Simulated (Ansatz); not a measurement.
A crystal relaxed with r2SCAN+rVV10 in the plane-wave code Ansatz has space group P4/nmm:1 (No. 129) and a = 4.198 Å, c = 15.926 Å.

```
atom  site       x       y       z
  Xx    2c  0.5000  0.0000  0.1436
  Xx    2c  0.0000  0.5000  0.4270
  Te    2c  0.0000  0.5000  0.0939
  Te    2c  0.5000  0.0000  0.3229
   O    2b  0.0000  0.0000  0.5000
```

With r2SCAN the valence top lies at k = (-0.036, 0.430, -1/2) and the conduction bottom at Γ–Z (0.05 of the way from Γ), 0.62 eV higher; the smallest vertical gap, at Z, is 1.01 eV. HSE06 gives an indirect gap of 0.83 eV, from k = (-0.036, 0.430, -1/2) to Γ–Z (0.05 of the way from Γ); the least direct gap is 1.20 eV at R. Meshes: r2SCAN 6×6×2, HSE06 4×4×2.

Task: Which element is Xx?
A. N
B. P
C. As
D. Bi

Result: D. Xx is Bi: a 10-atom cell of Bi2Te2O (P4/nmm) from a materials database. Around Bi lie 5 Te at 2.86–3.07 Å; around Bi lie 4 O at 2.40 Å and 4 Te at 3.40 Å; around Te lie 4 Bi at 3.07 Å; around Te lie 5 Bi at 2.86–3.40 Å; around O lie 4 Bi at 2.40 Å.

Spin-unpolarised throughout; all numbers are computed.

Spin-orbit coupling is left out; in compounds of Pb, Bi, Tl or Hg it can lower a gap by up to about 1 eV, split its edges or invert the bands.

Where an edge lies off the special points, it is a point of the mesh or the k point where a search put PBE's edge or least direct gap, reused for the other functionals, whose own edges may lie a little apart.

Coordinates of k points refer to the reciprocal vectors of the primitive cell of the runs.

The meshes of the hybrids are coarse, so their gaps aren't converged to the digits shown.
